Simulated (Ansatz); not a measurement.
Level of theory: DFT PBE, scalar-relativistic, plane waves, PAW in Ansatz 0.2.0. Settings: cutoff 420 eV, Γ-centred meshes spaced at most about 0.3 Å⁻¹, and about 0.25 Å⁻¹ or finer for metals (2π included), Gaussian smearing. No spin polarisation in the final relaxations.

All energies are static (0 K, no zero-point motion). All come from trial cells, and lower structures may exist.

Question: Order these relaxed structures of ZrH4 by energy, lowest first, with the energy over the lowest of them.
1.

```xyz
5
Lattice="1.8645 -3.0283 0.0000 1.8645 3.0283 0.0000 0.0000 0.0000 3.5399" Properties=species:S:1:pos:R:3 pbc="T T T"
Zr    0.0000    0.0000    0.0000
H     1.8645   -0.9751    0.0000
H     1.8645    0.9751    0.0000
H     2.8098    0.0000    1.7700
H     0.9192    0.0000    1.7700
```

2.

```xyz
5
Lattice="2.7643 0.0000 0.0000 0.0000 3.0876 0.0000 0.0000 0.0000 6.0184" Properties=species:S:1:pos:R:3 pbc="T T T"
Zr    0.0000    0.0000    0.0000
H     1.3821    0.0000    4.4876
H     1.3821    1.5438    0.9871
H     1.3821    1.5438    5.0313
H     1.3821    0.0000    1.5308
```

3.

```xyz
10
Lattice="3.0217 0.0000 0.0000 0.0000 5.7660 0.0000 -0.1301 0.0000 5.4286" Properties=species:S:1:pos:R:3 pbc="T T T"
Zr    1.4458    0.0000    2.7143
Zr   -0.0650    2.8830    2.7143
H     1.4462    3.9568    3.7957
H    -0.0645    0.4344    4.1734
H     2.9561    5.3316    1.2552
H     1.4454    1.8092    1.6329
H    -0.0645    5.3316    4.1734
H     1.4462    1.8092    3.7957
H     2.9561    0.4344    1.2552
H     1.4454    3.9568    1.6329
```

Answer: 1 (0 meV/atom), 3 (61 meV/atom), 2 (302 meV/atom). Forms: 1 Cmmm; 3 P2/m; 2 Pmmm. Counting H atoms around Zr (those within 1.25 times the shortest such distance or 1.15 times the sum of covalent radii, 1.27 where that leaves under three; a plus sign parts nearer from farther groups; a slash parts the counts of unlike sites): cell 1 has Zr 10; cell 3 has Zr 8/12; cell 2 has Zr 4+8. Cell 3 holds H–H pairs (shortest 0.87 Å) (bonds between like non-metal atoms; other contacts aren't counted).

Weakly bound directions are ill-defined at this level, which has no dispersion term (P2/m, Pmmm), and this can change margins and order among such cells. With hydrogen, zero-point motion can shift such differences by 10 meV/atom or more. Cells relaxed within their symmetry can be saddle points. The P2/m cell of ZrH4 came from shaking the Pmmm one. Some candidate types were left out of the draw beforehand, so a known form may be missing.
